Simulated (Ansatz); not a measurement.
# WS2 — 33S nuclear quadrupole resonance

Cell: an entry of the Crystallography Open Database (COD) whose atoms were relaxed with PBE, the cell held.

Space group P6_3/mmc (No. 194); a = 3.1532, c = 12.3230 Å, γ = 120.00°.

```csv
site,Wyckoff,site symmetry,x,y,z
W,2c,-6m2,0.3333,0.6667,0.2500
S,4f,3m.,0.3333,0.6667,0.6221
```

One atom of each set is listed.

Method: Kohn–Sham DFT in Ansatz, r2SCAN, plane waves and PAW, scalar-relativistic, collinear spin, 500 eV cutoff, Γ-centred 16×16×4 k-points, Fermi–Dirac smearing 0.02 eV. Start moments as typed (μB): 2 on each W, none on the rest.

33S: I = 3/2, Q = -69.40 mb (year-2017 value). Static lattice, zero field.

Q: Predict the zero-field 33S lines of each site.

A: For I = 3/2 there is one line, ν = (|C_Q|/2)(1 + η²/3)^½.

```
site  atoms  V_zz (10²¹ V/m²)  C_Q (MHz)     η  line frequencies (MHz)
   S      4             -4.35       7.30  0.00                    3.65
```

An axis of threefold or higher order runs through S, so V_zz lies along it and η is zero.

The largest force is 0.3 eV/Å, so the atoms aren't at the calculated equilibrium and relaxing them would move these values. The program didn't check the stability of this electronic state in full, so a lower one may lie near. Without spin–orbit coupling the gradients at and beside W can be off by some per cent, at some sites by more. The start moments die out, and the run ends without spin.
